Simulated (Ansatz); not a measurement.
According to PBE (plane waves, PAW; program Ansatz), AlSi3C3N in the trigonal phase (P3m1; Pearson symbol hP8) relaxes to a = 3.124 Å, c = 10.143 Å. Si on 1c has 4 nearest neighbours from 1.85 Å (tetrahedral); C on 1c has 4 nearest neighbours from 1.85 Å (tetrahedral). Against the elements it lies at -185 meV/atom, with no fitted shifts.

Electronic character: metallic (no gap).

The start of the workflow was typed in or built on a structure type; neither database checked (COD, Materials Project) lists it. Whether it is the stable phase at ambient conditions was not checked. The PBE relaxation kept the symmetry of its start; its stability against distortions is not shown here. The references are the lowest solids computed at this level, not always the standard phases (solids in place of the gases).

Potentials: the earlier of the program's two PAW sets.
